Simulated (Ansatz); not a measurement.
MgO2: pressure against volume

MgO2, Pa-3, a = 4.834 Å. The structure is a Materials Project entry; whether it is the stable form wasn't checked. Ansatz: r2SCAN, PAW, 500 eV, Γ-centred 6×6×6 mesh on 12 atoms, Gaussian smearing 0.02 eV; no spin polarisation. Shape and atoms are relaxed at each volume; pressure is positive in compression.

```tsv
V (Å³/atom)	P (GPa)
8.849	?
9.132	4.64
9.414	0.01
9.697	-3.95
9.979	-7.32
```

Task: Take V0 = 9.414 Å³/atom, count pressures from its P0 = 0.01 GPa, fit the third-order Birch–Murnaghan form to the other rows, and predict the missing pressure.

Result: With the Eulerian strain f = ½[(V0/V)^(2/3) − 1] and y = (P − P0)/[3f(1 + 2f)^(5/2)], the form is the line y = B0 + 1.5 B0 (B0′ − 4) f. Rows (f, y): 0.01024, 143.3; -0.00978, 141.8; -0.01906, 141.3. Means f = -0.006200, y = 142.13; Σ(Δf)² = 0.0004485, ΣΔfΔy = 0.03109; the slope is their ratio. y = 142.6 + 69.32 f GPa, so B0 = 142.6 GPa and B0′ = 4 + 2 × (69.32)/(3 × 142.6) = 4.32. At V = 8.849, f = 0.02106, y = 144.06 and P = 10.10 GPa. The run gave 10.07 GPa, so the fit is 0.03 GPa too high, a small miss on the scale of the series. The form still works here, 33 % of the fitted range beyond its end.